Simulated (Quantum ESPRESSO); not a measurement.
pw.x input (Quantum ESPRESSO 7.5; LDA, PseudoDojo standard norm-conserving files, scalar-relativistic):

```
&CONTROL
  calculation = 'scf'
  pseudo_dir = './pseudo'
  outdir = './out'
  tprnfor = .true.
  tstress = .true.
/
&SYSTEM
  ibrav = 0
  nat = 10
  ntyp = 4
  ecutwfc = 96.0
  ecutrho = 384.0
  occupations = 'smearing'
  smearing = 'fd'
  degauss = 0.002
  nbnd = 51
/
&ELECTRONS
  conv_thr = 1e-09
/
ATOMIC_SPECIES
F 18.9984 F.upf
K 39.0983 K.upf
Co 58.9332 Co.upf
Cs 132.9055 Cs.upf
CELL_PARAMETERS angstrom
  0.000000000000   4.518725000000   4.518725000000
  4.518725000000   0.000000000000   4.518725000000
  4.518725000000   4.518725000000   0.000000000000
ATOMIC_POSITIONS crystal
F   0.209000000000   0.791000000000   0.209000000000
F   0.791000000000   0.209000000000   0.791000000000
F   0.209000000000   0.791000000000   0.791000000000
F   0.791000000000   0.209000000000   0.209000000000
F   0.209000000000   0.209000000000   0.791000000000
F   0.791000000000   0.791000000000   0.209000000000
K   0.500000000000   0.500000000000   0.500000000000
Co   0.000000000000   0.000000000000   0.000000000000
Cs   0.250000000000   0.250000000000   0.250000000000
Cs   0.750000000000   0.750000000000   0.750000000000
K_POINTS automatic
6 6 6 0 0 0
```

End of the output:

```
     total energy              =    -754.97282614 Ry
     estimated scf accuracy    <       0.00001260 Ry
     total energy              =    -754.97283084 Ry
     estimated scf accuracy    <       0.00000029 Ry
     total energy              =    -754.97283105 Ry
     estimated scf accuracy    <       0.00000003 Ry
[...]
     the Fermi energy is     5.2642 ev
!    total energy              =    -754.97283106 Ry
     estimated scf accuracy    <          5.0E-10 Ry
     smearing contrib. (-TS)   =      -0.00000000 Ry
     internal energy E=F+TS    =    -754.97283106 Ry
     The total energy is F=E-TS. E is the sum of the following terms:
     one-electron contribution =    -531.56395369 Ry
     hartree contribution      =     308.45979379 Ry
     xc contribution           =    -160.14488710 Ry
     ewald contribution        =    -371.72378405 Ry
     convergence has been achieved in  10 iterations
     Forces acting on atoms (cartesian axes, Ry/au):
     atom    1 type  1   force =     0.00000000   -0.02593065    0.00000000
     atom    2 type  1   force =     0.00000000    0.02593065    0.00000000
     atom    3 type  1   force =     0.02593065    0.00000000   -0.00000000
     atom    4 type  1   force =    -0.02593065    0.00000000    0.00000000
     atom    5 type  1   force =     0.00000000    0.00000000   -0.02593065
     atom    6 type  1   force =    -0.00000000    0.00000000    0.02593065
     atom    7 type  2   force =     0.00000000    0.00000000   -0.00000000
     atom    8 type  3   force =    -0.00000000   -0.00000000    0.00000000
     atom    9 type  4   force =     0.00000000   -0.00000000   -0.00000000
     atom   10 type  4   force =     0.00000000    0.00000000    0.00000000
     Total force =     0.063517     Total SCF correction =     0.000021
     Computing stress (Cartesian axis) and pressure
          total   stress  (Ry/bohr**3)                   (kbar)     P=      -68.04
  -0.00046252  -0.00000000   0.00000000          -68.04       -0.00        0.00
  -0.00000000  -0.00046252   0.00000000           -0.00      -68.04        0.00
   0.00000000   0.00000000  -0.00046252            0.00        0.00      -68.04
```
In a gapped system the printed Fermi energy is only some level inside the gap.

Geometry of the Materials Project entry, not relaxed at this level.

The runs are not spin-polarised; magnetic order was not tried.
